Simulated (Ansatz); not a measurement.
# Formation energy of Ca₂B (CdCl2 type)

```yaml
crystal:
  lattice:
    - [1.96849, -1.13651, 6.57392]
    - [0.00000, 2.27301, 6.57392]
    - [-1.96849, -1.13651, 6.57392]
  atoms:
    - { symbol: B, position: [0.00000, 0.00000, 0.00000] }
    - { symbol: Ca, position: [0.25895, 0.25895, 0.25895] }
    - { symbol: Ca, position: [0.74105, 0.74105, 0.74105] }
```

The cell comes from a relaxation on PAW files under the same functional, begun from a prototype that needn't be the stable phase.

Level of theory: DFT with PBE, scalar-relativistic, in Ansatz 0.2.0; a Γ-centred 11×11×11 k mesh, Fermi–Dirac smearing of 0.05 eV, no spin polarisation. LAPW: all electrons, basis error target 0.5 meV/atom; PAW: frozen-core files, cutoff 420 eV; norm-conserving: pseudopotentials, cutoff 1116 eV.

The elements are taken as B alpha-B12, Ca fcc, each relaxed on PAW files under the same functional and computed by the same method as the compound; zero-point and thermal terms are left out.

The norm-conserving files are those that the library serves for this functional.

(1) What is the formation energy by LAPW, and how far do the other methods lie from it?

(2) Give the LAPW value for one formula unit in kJ/mol.

(3) What Bader charges does the PAW density give?

## Answers

(1) 0.453 eV/atom; PAW -1.0 meV/atom; norm-conserving -0.8 meV/atom. The compound is unstable against these elements; other compounds of the system weren't compared.

(2) 0.453 eV/atom × 3 atoms × 96.485 kJ/(mol·eV) = 131.1 kJ/mol, at zero temperature and without zero-point motion.

(3) B1 -2.23 e, Ca2 +1.12 e.
